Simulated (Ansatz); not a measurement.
NbAs in space group I4_1md (No. 109; Nb on 4a, As on 4a), DFT-LDA in the program Ansatz with PAW potentials, all energies at zero smearing, with the estimated change up to a 700 eV cutoff added, with one set of potentials and settings (totals compare only within such a set). Cell of 4 atoms (2 Nb, 2 As): -18435.691 eV.

| element | reference phase | E (eV/atom) |
|---|---|---|
| Nb | Im-3m, 1 atoms in the cell | -4442.6225 |
| As | R-3m, 2 atoms in the cell | -4773.6775 |

Formation energy per atom, worked out: (-18435.691 − 2×(-4442.6225) − 2×(-4773.6775))/4 = -0.773 eV/atom (-75 kJ per mol of atoms), at 0 K, without zero-point energy or fitted corrections.

The cell was relaxed with LDA under the symmetry of its start. No spin polarisation was allowed. The references are the lowest solids computed at this level, not always the standard phases.

Potentials: the earlier of the program's two PAW sets.
